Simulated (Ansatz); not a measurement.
TePb (zinc blende, F-43m) at seven volumes, r²SCAN in the plane-wave PAW code Ansatz, scaled uniformly. One row is withheld.

```
V (Å³/atom)  P (GPa)
-----------  -------
43.969          3.08
45.418          1.89
46.868          0.87
48.317          0.00
49.767             ?
51.216         -1.38
52.666         -1.93
```

Problem. Fit the shown pressures and predict the withheld one.

Solution. P = (3/2)B₀(x^(7/2) − x^(5/2))[1 + (3/4)(B′ − 4)(x − 1)] with x = (V₀/V)^(2/3). Least squares on the six rows gives V₀ = 48.319 Å³/atom, B₀ = 26.8 GPa, B′ = 4.18. At V = 49.767, x = 0.9805 and P = -0.74 GPa. The run itself gave -0.74 GPa.

A made-up cell: these elements were put on the sites of a structure type; neither database checked (COD, Materials Project) lists it. It is not the phase usual at ambient conditions (space group No. 225). The r²SCAN relaxation kept the symmetry of its start. At this level the phase is mechanically unstable. Spin–orbit coupling is left out wherever it is not named.

Potentials: the later of the program's two PAW sets.
